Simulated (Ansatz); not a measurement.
Ag:
Space group P6/mmm (No. 191); a = b = 2.7804 Å, c = 2.7048 Å, α = β = 90.00°, γ = 120.00°

| atom | site | symmetry | x | y | z |
|---|---|---|---|---|---|
| Ag | 1a | 6/mmm | 0.0000 | 0.0000 | 0.0000 |

Relaxed at zero pressure with DFT-PBEsol in the program Ansatz with PAW potentials.

Q: The volume is lowered by 6 % and shape and atoms relax at that volume. What pressure results, and how do the axes share the change?

A: 7.4 GPa; a -2.0 %, b -2.0 %, c -2.2 %; the energy rises by 23 meV/atom.

Q: Give the new structure.

A: 
Space group P6/mmm (No. 191); a = 2.7261 Å, b = 2.7261 Å, c = 2.6448 Å, α = 90.00°, β = 90.00°, γ = 120.00°

```
atom  site  symmetry       x       y       z
----  ----  --------  ------  ------  ------
Ag      1a     6/mmm  0.0000  0.0000  0.0000
```

The phase is kept; no other phase was compared at this pressure.

The start of the workflow was typed in or built on a structure type; neither database checked (COD, Materials Project) lists it. It is not the phase usual at ambient conditions (space group No. 225). The PBEsol relaxation kept the symmetry of its start. At this level the phase is mechanically unstable. No spin polarisation was allowed. Axis ratios of metals converge slowly with the k-mesh, so a and c are less sure than the volume.

Potentials: the earlier of the program's two PAW sets. The files were generated under PBE; for other functionals the program regenerates the frozen cores, and for LDA and PBEsol the local potential too.
